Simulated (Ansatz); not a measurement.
**Ti: phonons across the zone at 0.98 times its equilibrium volume**

Theory: Ansatz 0.2.0, DFT LDA, scalar-relativistic, plane waves, PAW. Plane waves to 420 eV; Γ-centred k mesh 20×20×20; Fermi-Dirac smearing of 0.15 eV. No spin polarisation. Phonons by linear response, acoustic sum rule imposed.

The cell, relaxed in shape and atoms at 0.98 times its equilibrium volume:
```
Ti
1.0
    -1.57636    1.57636    1.57636
     1.57636   -1.57636    1.57636
     1.57636    1.57636   -1.57636
Ti
1
Direct
  0.00000 0.00000 0.00000
```

In a metal, frequencies and elastic constants depend on the k mesh and the smearing, soft modes and shear constants most. The q mesh is coarse, so values between its points are rough.

Force constants from linear response on a 2×2×2 q mesh.

Path: Γ–H–N–Γ–P–H | P–N. Distance along the path (Å⁻¹), then the branches (cm⁻¹, negative for imaginary):
```
0.000  0 0 0
0.249  -25 45 45
0.498  -34 88 88
0.747  36 129 129
0.997  97 165 165
1.246  152 196 196
1.495  197 219 219
1.744  228 233 233
1.993  238 238 238
2.169  232 236 236
2.345  215 229 230
2.521  186 218 222
2.698  144 204 210
2.874  84 189 199
3.050  -68 175 188
3.226  -112 165 181
3.402  -124 162 178
3.578  -121 159 175
3.755  -114 149 165
3.931  -103 134 148
4.107  -87 114 126
4.283  -69 90 99
4.459  -47 62 68
4.635  -24 32 35
4.811  0 0 0
5.027  -9 -9 50
5.243  -17 -17 96
5.459  -23 -23 133
5.674  -24 -24 156
5.890  -14 -14 164
6.106  31 31 155
6.322  58 58 129
6.537  84 84 84
6.753  -26 112 112
6.969  -59 140 140
7.185  23 166 166
7.400  106 190 190
7.616  162 210 210
7.832  203 226 226
8.047  229 235 235
8.263  238 238 238
8.263  84 84 84
8.388  51 89 108
8.512  -41 100 128
8.637  -75 114 143
8.761  -94 129 156
8.886  -108 142 166
9.011  -117 153 173
9.135  -122 160 177
9.260  -124 162 178
```

This bcc form isn't the element's structure at ambient conditions.

Cost: 1 run of about 0.45 core-minutes, on AMD EPYC 9R45 (Zen 5) (shared hosts).